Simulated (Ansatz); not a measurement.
## Compressing ZnO: a fit and a missing row

ZnO, P6_3mc, a = 3.235 Å, c = 5.211 Å. Ansatz: r2SCAN, PAW, 500 eV, Γ-centred 12×12×6 mesh on 4 atoms, Gaussian smearing 0.02 eV; no spin polarisation. Shape and atoms are relaxed at each volume; pressure is positive in compression.

| V (Å³/atom) | P (GPa) |
| --- | --- |
| 10.392 | ? |
| 10.747 | 17.41 |
| 11.101 | 10.64 |
| 11.455 | 4.89 |
| 11.809 | 0.00 |
| 12.164 | -4.16 |
| 12.518 | -7.69 |
| 12.990 | -11.60 |

**Question.** Take V0 = 11.809 Å³/atom, fit the third-order Birch–Murnaghan form to the other rows, and predict the missing pressure.

**Answer.** With the Eulerian strain f = ½[(V0/V)^(2/3) − 1] and y = P/[3f(1 + 2f)^(5/2)], the form is the line y = B0 + 1.5 B0 (B0′ − 4) f. Rows (f, y): 0.03242, 153.0; 0.02104, 152.1; 0.01025, 151.2; -0.00978, 149.0; -0.01906, 148.2; -0.03078, 147.2. Means f = 0.0006817, y = 150.12; Σ(Δf)² = 0.003002, ΣΔfΔy = 0.2835; the slope is their ratio. y = 150.1 + 94.44 f GPa, so B0 = 150.1 GPa and B0′ = 4 + 2 × (94.44)/(3 × 150.1) = 4.42. At V = 10.392, f = 0.04448, y = 154.30 and P = 25.48 GPa. The run gave 25.40 GPa, so the fit is 0.08 GPa too high, a small miss on the scale of the series.